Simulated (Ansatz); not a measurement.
# AlCr2C (MAX-211 type, space group P6_3/mmc), energy against volume

AlCr2C (MAX-211 type, space group P6_3/mmc)

Space group P6₃/mmc (No. 194); a = 2.8403 Å, b = 2.8403 Å, c = 12.7048 Å, α = 90.00°, β = 90.00°, γ = 120.00°

| atom | site | symmetry | x | y | z |
|---|---|---|---|---|---|
| Al | 2d | -6m2 | 0.6667 | 0.3333 | 0.2500 |
| Cr | 4f | 3m. | 0.3333 | 0.6667 | 0.0843 |
| C | 2a | -3m. | 0.0000 | 0.0000 | 0.0000 |

This relaxed cell (volume V₀) is scaled evenly in all directions, its shape held. The atoms relax within the cell's symmetry.

Computed with PBE (plane waves to 420 eV, PAW, scalar-relativistic; Ansatz, a quantum-chemistry and plane-wave program). k mesh 19×19×4 (Γ-centred), Fermi-Dirac smearing 0.05 eV. E stands for the smeared free energy. Compression counts positive. With the shape held, the modulus is that of even scaling; a crystal free to change shape is softer. AlCr2C is run without spin polarisation. AlCr2C was relaxed with its symmetry unable to fall. The zero of ΔE is the relaxed starting cell.

| V (Å³/atom) | ΔE (meV/atom) | P (GPa) |
|---|---|---|
| 9.986 | 79 | 25.1 |
| 10.263 | 42 | 17.5 |
| 10.541 | 18 | 10.9 |
| 10.818 | 4 | 5.1 |
| 11.095 | 0 | 0.0 |
| 11.373 | 4 | -4.4 |
| 11.650 | 15 | -8.2 |
| 11.928 | 32 | -11.5 |
| 12.205 | 55 | -14.4 |

Summary:

```
Property                                                                      Result
---------------------------------------------------------------------  -------------
Pressure at the smallest volume                                             25.1 GPa
Energy cost of the largest compression                                   79 meV/atom
Energy cost of the largest expansion                                     55 meV/atom
Bulk modulus at fixed cell shape B₀ (third-order Birch-Murnaghan fit)        188 GPa
Pressure derivative B₀′ (fit)                                                    4.5
Equilibrium volume of the fit                                          11.10 Å³/atom
Pressure for 5 % compression (fit)                                          10.8 GPa
```

(A scan under strain: stresses follow from slopes of the energy per volume, elastic moduli from its curvatures.)
